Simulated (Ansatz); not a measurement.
# Compressing Be5Au

Theory: Ansatz, DFT r2SCAN, scalar-relativistic, plane waves, PAW. Run with 500 eV cutoff, 10×10×10 k-mesh, Gaussian smearing of 0.10 eV, no spin polarisation.

The relaxed crystal:

```
Be Au
1.0
     0.00000    3.04877    3.04877
     3.04877    0.00000    3.04877
     3.04877    3.04877    0.00000
Be Au
5 1
Direct
  0.37528 0.87417 0.37528
  0.37528 0.37528 0.87417
  0.37528 0.37528 0.37528
  0.87417 0.37528 0.37528
  0.75000 0.75000 0.75000
  0.00000 0.00000 0.00000
```

Cell and atoms are relaxed at each pressure within the symmetry of the start, at zero temperature, so transitions that lower the symmetry aren't seen. The k-mesh given is that at zero pressure and may differ at others. a, b and c are the lengths of the cell vectors above.

Spin–orbit coupling is left out, which can shift energies with elements as heavy as these.

```
P (GPa) V (Å³/atom) V/V0  a (Å) b (Å) c (Å)
     -2         9.59  1.015  4.333  4.333  4.333
      0         9.45  1.000  4.312  4.312  4.312
      2         9.32  0.987  4.292  4.292  4.292
      5         9.14  0.968  4.265  4.265  4.265
     10         8.88  0.940  4.224  4.224  4.224
     20         8.45  0.895  4.154  4.154  4.154
     40         7.80  0.826  4.046  4.046  4.046
```

Problem. What bulk modulus and pressure derivative fit these points?

Solution. A third-order Birch–Murnaghan fit gives B0 = 144 GPa and B0' = 3.9.